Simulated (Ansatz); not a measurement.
An element in the fcc structure gives these cold pressures by all-electron LAPW under LDA (Ansatz 0.2.0, scalar-relativistic, no spin polarisation).

| V (Å³/atom) | P (GPa) |
| --- | --- |
| 22.95 | 0.02 |
| 20.19 | 8.34 |
| 17.90 | 21.7 |
| 15.60 | 46.6 |
| 13.31 | 94.9 |
| 11.47 | 168.7 |
| 9.87 | 286.4 |

(1) Which element is it?

## Answers

(1) Br. Its zero-pressure volume in this structure is near 22.9 Å³/atom; the volume and the steepness of P(V) together point to it, though neighbours can come close. This is the case that was computed; others weren't tested.
